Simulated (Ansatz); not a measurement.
**TiAl3: Coordination and 27Al quadrupole coupling**

Cell: a Materials Project structure (computed, not necessarily an observed phase).

```yaml
crystal:
  lattice:
    - [-1.91111, 1.91111, 4.28067]
    - [1.91111, -1.91111, 4.28067]
    - [1.91111, 1.91111, -4.28067]
  atoms:
    - { symbol: Ti, position: [0.00000, 0.00000, 0.00000] }
    - { symbol: Al, position: [0.50000, 0.50000, 0.00000] }
    - { symbol: Al, position: [0.75000, 0.25000, 0.50000] }
    - { symbol: Al, position: [0.25000, 0.75000, 0.50000] }
```

Sites (sets of like atoms) are named by element and the number of their first atom in this list.

Method: Kohn–Sham DFT in Ansatz, PBE, plane waves and PAW, scalar-relativistic, 420 eV cutoff, Γ-centred 12×12×12 k-points, Fermi–Dirac smearing 0.05 eV.

Q(27Al) = 146.6 mb.

Problem. Rank these Al sites by |C_Q|, smallest first.
A. Al2: 4 Ti at 2.70 Å, 8 Al at 2.87 Å
B. Al3: 8 Al at 2.70–2.87 Å, 4 Ti at 2.87 Å

Solution. B (3.52 MHz, η = 0.00), A (11.5 MHz, η = 0.00).

An axis of threefold or higher order runs through Al3 and Al2, so V_zz lies along it and η is zero.

With no gap above 0.1 eV, as in a metal, the gradients converge slowly in k; expect changes of a tenth or more on a denser mesh.
